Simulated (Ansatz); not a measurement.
Ge$_{3}$Mo$_{5}$:
```yaml
crystal:
  lattice:
    - [-4.92252, 4.92252, 2.48021]
    - [4.92252, -4.92252, 2.48021]
    - [4.92252, 4.92252, -2.48021]
  atoms:
    - { symbol: Ge, position: [0.75000, 0.75000, 0.00000] }
    - { symbol: Ge, position: [0.25000, 0.25000, 0.00000] }
    - { symbol: Ge, position: [0.16791, 0.33209, 0.50000] }
    - { symbol: Ge, position: [0.83209, 0.66791, 0.50000] }
    - { symbol: Ge, position: [0.33209, 0.83209, 0.16418] }
    - { symbol: Ge, position: [0.66791, 0.16791, 0.83582] }
    - { symbol: Mo, position: [0.77004, 0.92264, 0.69268] }
    - { symbol: Mo, position: [0.22996, 0.07736, 0.30732] }
    - { symbol: Mo, position: [0.92264, 0.22996, 0.15260] }
    - { symbol: Mo, position: [0.07736, 0.77004, 0.84740] }
    - { symbol: Mo, position: [0.72996, 0.42264, 0.15260] }
    - { symbol: Mo, position: [0.27004, 0.57736, 0.84740] }
    - { symbol: Mo, position: [0.57736, 0.72996, 0.30732] }
    - { symbol: Mo, position: [0.42264, 0.27004, 0.69268] }
    - { symbol: Mo, position: [0.75000, 0.25000, 0.50000] }
    - { symbol: Mo, position: [0.25000, 0.75000, 0.50000] }
```

Relaxed with r²SCAN. Special points in fractions of this cell's reciprocal vectors: Γ (0.000, 0.000, 0.000); X (0.000, 0.000, 0.500); M (-0.500, 0.500, 0.500); Z (0.313, 0.313, -0.313); Z0 (-0.313, 0.687, 0.313); P (0.250, 0.250, 0.250); N (0.000, 0.500, 0.000).

Problem. List the band energies nearest the Fermi level at these points for DFT-r²SCAN in the program Ansatz with PAW potentials.

Solution. In eV from the Fermi level; about four levels below and three above (degenerate sets whole), none deeper than 8.9 eV; points with the same levels are listed once.

| k | below | above |
|---|---|---|
| Γ | -1.30 -1.30 -0.53 -0.11 -0.11 | 0.26 0.29 0.47 0.47 |
| X | -0.72 -0.37 -0.33 -0.30 | 0.39 0.41 0.45 |
| M | -0.81 -0.79 -0.79 -0.17 | 0.01 0.33 0.33 |
| Z | -0.63 -0.63 -0.62 -0.19 | 0.12 0.12 0.41 0.41 |
| P | -0.68 -0.68 -0.24 -0.24 | 0.03 0.03 0.19 0.19 |
| N | -0.99 -0.99 -0.45 -0.45 | 0.05 0.05 0.28 0.28 |

Space group I4/mcm. The first step of the workflow began from a Materials Project structure, measured or hypothetical; the Crystallography Open Database copy checked does not list it. Whether it is the stable phase at ambient conditions was not checked. The r²SCAN relaxation kept the symmetry of its start; whether a distortion lowers the energy is not shown. No spin polarisation was allowed. Scalar-relativistic: spin–orbit coupling is off unless named, which matters more the heavier the elements.

Potentials: the later of the program's two PAW sets.
